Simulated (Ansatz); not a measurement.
One crystal and one scan (scan of one atom of the cell) at two levels, r2SCAN (plane waves to 500 eV, PAW, scalar-relativistic; Ansatz, a program for electronic structure) and PBE (plane waves to 420 eV, PAW, scalar-relativistic; Ansatz), each from its own relaxed cell and on its own mesh. The cell shown is that of r2SCAN.

PbSe (rock salt)

```
CELL_PARAMETERS angstrom
      0.00000     3.08901     3.08901
      3.08901     0.00000     3.08901
      3.08901     3.08901     0.00000
ATOMIC_POSITIONS crystal
  Se 0.00000 0.00000 0.00000
  Pb 0.50000 0.50000 0.50000
```

Scan: atom 2 (Pb, nearest neighbour Se at 3.089 Å; its periodic images, 4.4 Å or more away, move with it) is displaced along Cartesian [111], direction (0.577, 0.577, 0.577) in Cartesian axes, by s. The other atoms stay.

Energies are smeared free energies. PbSe was relaxed with its symmetry unable to fall. Spin-orbit coupling is left out, though Pb is heavy. Percentages come from the unrounded values. Both scans cover s from -0.930 to 0.930 Å.

Results of r2SCAN:

| Item | Value |
|---|---|
| Lattice constant a (Å) | 6.178 |
| Energy at s = 0.930 Å (meV/cell) | 800 |
| Force along the line at s = -0.930 Å (eV/Å) | 2.170 |
| Symmetry of the curve | even: the same for both signs |
| Shape of the curve | a single well with its minimum at or next to zero displacement |

What does PBE give for the same quantities?


| quantity | PBE | r2SCAN − PBE |
|---|---|---|
| Lattice constant a (Å) | 6.218 | -0.040 (-0.6 %) |
| Energy at s = 0.930 Å (meV/cell) | 741 | +59 (+7.9 %) |
| Force along the line at s = -0.930 Å (eV/Å) | 1.991 | +0.179 (+9.0 %) |

r2SCAN gives the higher value for: energy at s = 0.930 Å; force along the line at s = -0.930 Å. r2SCAN gives the lower value for: lattice constant a. Both give the same symmetry of the curve: even: the same for both signs.

(A displaced cell: forces are minus the slopes of the energy, force constants its curvatures, and phonons follow from these.)
